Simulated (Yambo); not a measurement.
Material: BeTe (zinc blende, space group F-43m, No. 216) under isotropic strain of -3 % on all lattice vectors; a = b = c = 3.846 Å, α = β = γ = 60.00° (2 atoms in the cell). The PBEsol cell relaxed from Materials Project entry mp-252 was given an isotropic strain of -3 % on all lattice vectors, and the atoms were relaxed again.

With PBE (stringent potentials; pw.x of Quantum ESPRESSO, ONCV potentials, scalar-relativistic), the gap between the mesh's edge points (Γ → X) is 1.713 eV.

Problem. By how much does one-shot G0W0 (Yambo; 4×4×4 Γ-centred k mesh, bands 6 to 200 and a 15 Ry block in the screening, 200 bands in G with the Bruneval-Gonze terminator, plasmon pole fitted at 27.2 eV) open this gap, and what gap results?

Solution. The correction is 0.850 eV, giving 2.564 eV, 1.5 times the PBE value.  Convergence of the G0W0 settings was not tested. Without spin-orbit coupling, band edges of such heavy elements can be off by tenths of an eV.
